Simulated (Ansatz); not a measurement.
CsCl (CsCl type)

```
CELL_PARAMETERS angstrom
      4.20527     0.00000     0.00000
      0.00000     4.20527     0.00000
      0.00000     0.00000     4.20527
ATOMIC_POSITIONS crystal
  Cs 0.00000 0.00000 0.00000
  Cl 0.50000 0.50000 0.50000
```

Equation-of-state scan: isotropic scaling of the cell above, V₀ being its volume. Symmetry pins the atoms to their sites.

Computed with PBE (plane waves to 420 eV, PAW, scalar-relativistic; Ansatz, a program for electronic structure). k mesh 8×8×8 (Γ-centred), Fermi-Dirac smearing 0.05 eV. Energies are smeared free energies. CsCl was relaxed with its symmetry unable to fall. The zero of ΔE is the relaxed starting cell.

```tsv
V (Å³/atom)	ΔE (meV/atom)
31.234	61.3
32.226	40.0
33.217	24.1
34.209	12.8
35.201	5.4
36.192	1.3
37.184	0.0
38.175	1.1
39.167	4.2
40.158	9.0
41.150	15.3
42.141	22.8
43.133	31.4
```

Q: What is the fitted pressure derivative B₀′?

A: 5.1.

Q: What bulk modulus B₀ follows from a third-order Birch-Murnaghan fit?

A: 14.4 GPa. Check by three points about V = 37.184 Å³/atom, step 0.992: d²E/dV² ≈ (1.3 − 2·0.0 + 1.1) meV / 0.992² = 0.00244 eV/Å⁶, and V·d²E/dV² × 160.2 = 14.5 GPa.

(A scan under strain: stresses follow from slopes of the energy per volume, elastic moduli from its curvatures.)
